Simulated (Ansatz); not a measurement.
**Notes on KCoF3**

```
Co F K
1.0
     4.06805    0.00000    0.00000
     0.00000    4.06805    0.00000
     0.00000    0.00000    4.06805
Co F K
1 3 1
Direct
  0.00000 0.00000 0.00000
  0.50000 0.00000 0.00000
  0.00000 0.50000 0.00000
  0.00000 0.00000 0.50000
  0.50000 0.50000 0.50000
```

Method: PBEsol, with U_eff = 4.11 eV on Co d (all-electron-ortho-atomic projectors), collinear spin; PAW, plane waves to 420 eV, 6×6×6 Γ-centred mesh, fermi-dirac occupations (width 0.0208 eV) (Ansatz 0.2.0), atoms fixed.

Magnetic state (reached from a saved solution, and it need not be the lowest): Co1 up.

Q: Give the Bader charges.

A: Bader charges in e: K +0.88, Co +1.49, F -0.79. In the mean Co gives up most and F takes most.

Q: What does the stress say?

A: The pressure is 0.2 GPa (compression positive), so with the atoms held at these fractions the cell is close to zero pressure.

Q: What do density and ELF say about some of the short contacts?

A: Co–F at 2.03 Å: least valence density 0.44 e/Å³ and ELF 0.09 there. K–F at 2.88 Å: least valence density 0.07 e/Å³ and ELF 0.02 there, a closed-shell (ionic or weak) contact. Both are smooth PAW fields, read partly inside the augmentation spheres.

Q: Is there a gap, and of what kind?

A: The gap is 3.14 eV, indirect or between spins (the least direct gap found is 3.95 eV). A semilocal functional usually gives too small a gap.

Q: How large are the moments?

A: Co1 +2.78 μB of spin moment in Bader basins; net size 3.00 μB a cell.

Q: What is the character of the valence top and the conduction bottom?

A: Within 0.7 eV of the edges, the states project mainly on Co d (68 %) and F p (32 %) below the gap and on Co d (95 %) above it.

Origin: a known structure type with other elements, at an estimated volume, so it need not be a known compound. Caveats: gaps of Fe, Co and Ni magnets come out low on these datasets.
